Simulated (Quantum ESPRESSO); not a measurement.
## MoTiCu6 (a guest atom moved from site to site)

Simulated, not a measurement. The program is pw.x of Quantum ESPRESSO 7.5 (plane-wave density functional theory). The cell is made up: eight metal atoms on a face-centred cubic lattice, with elements, volume, strain and displacements drawn at random and not relaxed, so it may be unstable or far from any real phase. PseudoDojo standard norm-conserving files set the functional (PBE unless stated); there is no spin polarisation or spin-orbit coupling, the Fermi-Dirac width of 0.25 eV means electrons at about 2900 K, and the masses in the input are unused placeholders. The copper pseudopotential is less sure than most, with forces differing by about three percent and pressure by about two GPa from a second method on plain copper. A spin test at this wide smearing found no moment, but such smearing suppresses magnetism that the real alloy may have.

The runs move one Ti atom among sites that otherwise hold Cu. Cell, positions, cutoff, mesh and smearing stay as in the input of run 1; sites are counted in its order. Stress in the tables is positive in tension.

Input of run 1:

```
&control calculation='scf', pseudo_dir='./dojo.nc.sr.pbe.v0_5.standard.upf', outdir='./o', disk_io='minimal', tprnfor=.true., tstress=.true. /
&system ibrav=0, nat=8, ntyp=3, nbnd=80, ecutwfc=92.02030273, nosym=.true., tot_charge=0,
 occupations='smearing', smearing='fd', degauss=0.0183746611
/
&electrons conv_thr=1.470e-08, electron_maxstep=70, mixing_beta=0.5 /
ATOMIC_SPECIES
Cu 1.0 Cu.upf
Mo 1.0 Mo.upf
Ti 1.0 Ti.upf
CELL_PARAMETERS angstrom
-3.7176 0.0481 0.0036
-1.8088 -3.8153 -1.8387
-1.8161 -3.8708 5.6341
ATOMIC_POSITIONS angstrom
Mo 0.0603 0.1422 0.1652
Ti -1.7794 -3.8777 1.8535
Cu -1.8555 -1.8556 -0.1087
Cu -3.6492 -5.7125 1.8782
Cu -3.6331 -3.6921 3.7332
Cu -3.5281 -3.7831 -0.2458
Cu -3.6331 -1.9925 1.7756
Cu -5.5806 -5.7078 3.873
K_POINTS automatic
7 6 4 1 1 1
```

| run | elements on sites 1 to 8 | free energy less that of run 1 (eV) | -TS (eV) | pressure (GPa) | stress xx (GPa) | stress yy (GPa) | stress zz (GPa) | stress yz (GPa) | stress xz (GPa) | stress xy (GPa) | iterations |
| --- | --- | --- | --- | --- | --- | --- | --- | --- | --- | --- | --- |
| 1 | Mo Ti Cu Cu Cu Cu Cu Cu | 0.000 | -1.407 | 3.83 | -9.74 | 2.54 | -4.27 | -1.76 | 1.84 | -2.10 | 19 |
| 2 | Mo Cu Cu Ti Cu Cu Cu Cu | -0.394 | -1.164 | 3.16 | -7.95 | 0.04 | -1.58 | -1.64 | 1.76 | -2.51 | 19 |
| 3 | Mo Cu Cu Cu Ti Cu Cu Cu | -0.181 | -1.255 | 4.45 | -7.20 | -1.95 | -4.20 | -0.96 | 1.89 | -2.42 | 18 |
| 4 | Mo Cu Cu Cu Cu Cu Ti Cu | -0.323 | -1.137 | 3.22 | -7.58 | 0.18 | -2.25 | -1.77 | 2.17 | -2.02 | 17 |

Forces Fx Fy Fz (eV/Å):

| site | run 1 | run 2 | run 3 | run 4 |
| --- | --- | --- | --- | --- |
| 1 | 0.15 -1.42 -3.29 | 0.12 -1.50 -3.37 | 0.17 -1.37 -3.67 | 0.15 -1.63 -3.34 |
| 2 | 0.07 -0.05 -0.34 | 0.04 0.23 -0.30 | 0.04 -0.01 -0.59 | 0.02 -0.24 -0.11 |
| 3 | 0.13 0.94 1.16 | 0.14 0.87 1.18 | 0.13 0.85 1.47 | 0.19 0.87 0.80 |
| 4 | 0.16 -0.10 0.09 | 0.26 0.07 0.12 | 0.25 0.42 -0.33 | 0.19 0.09 0.15 |
| 5 | -0.15 -0.30 0.22 | -0.26 -0.61 0.02 | -0.24 -0.70 0.71 | -0.13 -0.50 0.26 |
| 6 | -1.06 -0.63 2.78 | -1.02 -0.51 2.97 | -1.06 -0.56 3.16 | -1.01 -0.54 2.99 |
| 7 | -0.02 0.43 0.07 | -0.11 0.15 -0.04 | -0.01 0.22 -0.15 | -0.20 0.73 0.04 |
| 8 | 0.72 1.13 -0.70 | 0.82 1.30 -0.58 | 0.72 1.15 -0.59 | 0.79 1.21 -0.80 |

The sites are displaced and not relaxed, so the energy differences mix bonding between neighbours with strain and are not ordering energies. A rerun of one cell of this series at a higher cutoff and on a denser mesh moved values by no more than 0.003 eV in energy, 0.03 GPa in stress and 0.003 eV/Å in force, and a second program with other atomic files agreed on that cell to 2 % rms in force and 0.5 GPa in pressure.